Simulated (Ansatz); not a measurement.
**Te3I2 in Ansatz, single run**

The command:

```bash
ansatz run input.yaml --threads 1 --pin off --max-ram 2560MiB --backend cpu --events-out ev --progress --plain --runs-dir out
```

input.yaml:

```yaml
crystal:
  lattice:
    - [4.53308, 0.0, 0.0]
    - [-2.26654, 3.925763, 0.0]
    - [0.0, -2.617172, 19.209628]
  atoms:
    - { symbol: Te, position: [0.145, 0.29, 0.435] }
    - { symbol: Te, position: [0.855, 0.71, 0.565] }
    - { symbol: I, position: [0.347, 0.694, 0.041] }
    - { symbol: I, position: [0.653, 0.306, 0.959] }
    - { symbol: Te, position: [0.042, 0.084, 0.126] }
    - { symbol: Te, position: [0.958, 0.916, 0.874] }
    - { symbol: I, position: [0.45, 0.9, 0.35] }
    - { symbol: I, position: [0.55, 0.1, 0.65] }
    - { symbol: Te, position: [0.241, 0.482, 0.723] }
    - { symbol: Te, position: [0.759, 0.518, 0.277] }
  symmetry: { tolerance: 0.0003 }
kpoints:
  mp_grid: { grid: [5, 5, 5], shift: [0, 0, 0] }
magnetization:
  spin_polarized: false
scf:
  occupations: { method: fermi_dirac }
hamiltonian:
  pseudopotentials: { kind: paw }
  xc: r2scan
  dispersion: d3bjatm
basis:
  ecutwfc: 500
output:
  forces: true
  stress: true
  eigenvalues: true
```

Origin of the cell: a known structure type with other elements, at an estimated volume, so it need not be a known compound.

The smearing width isn't typed, so it takes its default of 0.1 eV.

Output (shortened):

```
SCF iter   1: F=—  HF=-72075.013397 eV  Δρ=4.30e-3  dr2=3.36e-1  dr2_τ=5.65e-3  defer=36
SCF iter   2: F=—  HF=-72075.032258 eV  Δρ=1.45e-3  dr2=8.14e-3  dr2_τ=4.53e-4  defer=73
SCF iter   3: F=—  HF=-72075.033551 eV  Δρ=1.01e-3  dr2=5.19e-3  dr2_τ=1.18e-4  defer=73
SCF iter   4: F=—  HF=-72075.032218 eV  Δρ=2.66e-4  dr2=4.44e-4  dr2_τ=3.42e-6  defer=73
SCF iter   5: F=—  HF=-72075.032145 eV  Δρ=7.26e-5  dr2=2.92e-5  dr2_τ=1.80e-7  defer=73
SCF iter   6: F=—  HF=-72075.032129 eV  Δρ=2.05e-5  dr2=1.82e-6  dr2_τ=2.57e-8  defer=73
SCF iter   7: F=—  HF=-72075.032129 eV  Δρ=5.78e-6  dr2=1.44e-7  dr2_τ=4.29e-9  defer=73
SCF iter   8: F=-72075.032129 eV  HF=-72075.032129 eV  Δρ=1.60e-6  dr2=1.27e-8  dr2_τ=3.00e-10
SCF 1 converged in 8 iterations: F = -72075.032129 eV  dr2 = 1.27e-8
SCF converged after 8 iterations
Free energy (F): -72075.032129 eV
Harris-Foulkes:  -72075.032129 eV  (|F-HF|=2.28e-9)
Internal energy: -72074.788726 eV  (E = F + TS)
E sigma→0 (E₀):  -72074.910428 eV
Entropy (-TS):   -0.243403 eV (-24.340 meV/atom)
Fermi energy:    8.741437 eV
--- Per-component energies (eV) ---
  E_band       = -3163.345597
  E_kinetic    = 1843.734064
  E_local      = -15774.727688  (includes V_loc(G=0)·N_el)
  E_nonlocal   = -2236.369962
  E_hartree    = 9094.440442
  E_xc         = -1176.366474
  E_vxc        = -1233.211556  (∫ρ·V_xc dr)
  E_paw        = -47455.420662  (= ΣΔE_a)
  E_vpaw       = -4026.222013  (= ΣTr[D̂ρ^β])
  E_aug_tail   = -0.000323  (compensation charges beyond the density's cutoff)
  E_vtau       = 74.571386  (kinetic-family band-sum trace: ∫τ·v_τ [+ j·A + Jᵃ·Aᵃ] dr)
  E_ewald      = -16370.347210
  E_disp       = -1.732259  (pairwise vdW)
  E_core_change = 2.001345  (= ΣΔE_core)
  E_smearing   = -0.243403  (= −TS)
  Σ components = -72075.032129   (vs F -72075.032129, Δ=0.00e0)
--- Forces (eV/Å), atoms counted from 1 ---
  atom   1  Te     0.000000     0.000000     1.670761
  atom   2  Te     0.000000    -0.000000    -1.670761
  atom   3  I      0.000000     0.000000     0.648981
  atom   4  I      0.000000    -0.000000    -0.648981
  atom   5  Te     0.000000     0.000000     1.501158
  atom   6  Te     0.000000    -0.000000    -1.501158
  atom   7  I      0.000000     0.000000     0.369095
  atom   8  I      0.000000    -0.000000    -0.369095
  atom   9  Te    -0.000000     0.000000     1.955924
  atom  10  Te    -0.000000    -0.000000    -1.955924
  max |Σ_I F_I| component: 1.79e-17 eV/Å
--- Stress (GPa, compression-positive) ---
        6.128321       0.000000       0.000000
        0.000000       6.128321      -0.000000
        0.000000      -0.000000       2.897487
  P = ⅓ Tr σ = 5.0514 GPa (50.514 kbar)
```

Caveats: no spin-orbit coupling, though heavy elements are present; the k mesh is coarse if the cell is a metal.

Time: 44 s on 1 thread of Intel(R) Xeon(R) 6975P-C (Granite Rapids) (shared host), peak memory 1.7 GiB, from the program's own first density.
